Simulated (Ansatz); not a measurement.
The elements of this relaxed trial crystal are hidden behind letters.

```
lattice vectors (Å)
   4.2418    0.0000    0.0000
   0.0000    4.2418    0.0000
   0.0000    0.0000   11.9615
fractional positions
X 0.5000 0.0000 0.6216
X 0.0000 0.5000 0.8656
X 0.5000 0.0000 0.1344
X 0.0000 0.5000 0.3784
Z 0.0000 0.0000 0.0000
Q 0.5000 0.5000 0.2566
Q 0.0000 0.0000 0.5000
Q 0.5000 0.5000 0.7434
```

These are results of DFT PBE, scalar-relativistic, plane waves, PAW in Ansatz 0.2.0, not measurements. Cutoff 420 eV, Γ-centred 6×6×4 mesh (8-atom cell), Gaussian smearing of 0.02 eV, no spin polarisation.

| Property | Result |
| --- | --- |
| Space group | P-4m2 (No. 115) |
| Conventional cell | a = 4.242 Å, c = 11.961 Å |
| Volume per atom | 26.90 Å³ |
| Density | 4.82 g/cm³ |
| Energy over the elements | −0.648 eV/atom |
| Gap on the 6×6×4 mesh of the 8-atom cell | 0.84 eV |

Energies are uncorrected and count from the elements' standard states at the same level.

Question: X is a d-block element of period 5, Z is a p-block element of period 4 and Q is a p-block element of period 3. Which elements are they?

Answer: X = Cd, Z = Se, Q = S, so the formula is Cd4SeS3. Density times volume gives a mean mass of 4.82 × 26.90/1.6605 = 78.1 u per atom, and this set has 78.1 u. Cd on its first site has 4 S at 2.57 Å; Se is surrounded by 4 Cd at 2.66 Å; around S on a site of symmetry 2mm lie 4 Cd at 2.57–2.58 Å; 2 more sites not described. Other sets within the hints have nearly the same mass, so mass alone doesn't settle it; this one was computed.

Kohn–Sham gaps at this level usually fall short of measured ones. A later test with randomly moved atoms came back to the same energy, though modes that don't fit the test's cell weren't probed.
